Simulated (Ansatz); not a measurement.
All numbers below come from DFT PBE, scalar-relativistic, plane waves, PAW in Ansatz. Plane waves to 420 eV, an 18×18×6 mesh through Γ for the 6-atom cell and 0.10 eV Gaussian smearing; no spin polarisation.

Formation energies are uncorrected and count from the elements' standard states at the same level.

Task: Give a relaxed trial structure of a trigonal metal that holds B and 2 more elements, with a formation energy near −0.68 eV/atom and a density near 4.95 g/cm³, in a cell of 6 atoms. Its symmetry should be P-3m1 (No. 164).

Result: Ti2BN3, space group P-3m1 (No. 164). Ti is surrounded by 6 N at 2.04–2.15 Å, 9 Ti at 2.84–2.93 Å and 3 B at 2.87 Å; around B lie 6 N at 1.90 Å; N on a site of symmetry -3m has 6 Ti at 2.04 Å; around N on a site of symmetry 3m lie 3 B at 1.90 Å and 3 Ti at 2.15 Å.

```
Ti B N
1.0
     2.84181    0.00000    0.00000
    -1.42091    2.46108    0.00000
     0.00000    0.00000    7.13258
Ti B N
2 1 3
Direct
  0.33333 0.66667 0.67015
  0.66667 0.33333 0.32985
  0.00000 0.00000 0.00000
  0.00000 0.00000 0.50000
  0.33333 0.66667 0.13470
  0.66667 0.33333 0.86530
```

The volume per atom is 8.31 Å³, the density is 4.95 g/cm³ and the formation energy is −0.68 eV/atom. The gap on the 18×18×6 mesh of the 6-atom cell is 0 eV (a metal).

It was reached by relaxing an invented guess, and it needn't be the stable form of this composition. Other answers may fit too; this one was computed.

Symmetry constrained the relaxation, so the result can be a saddle point. Another cell of Ti2BN3 relaxed alike, in P-62m, lies 36 meV/atom lower, so this cell isn't the stable form at this level.
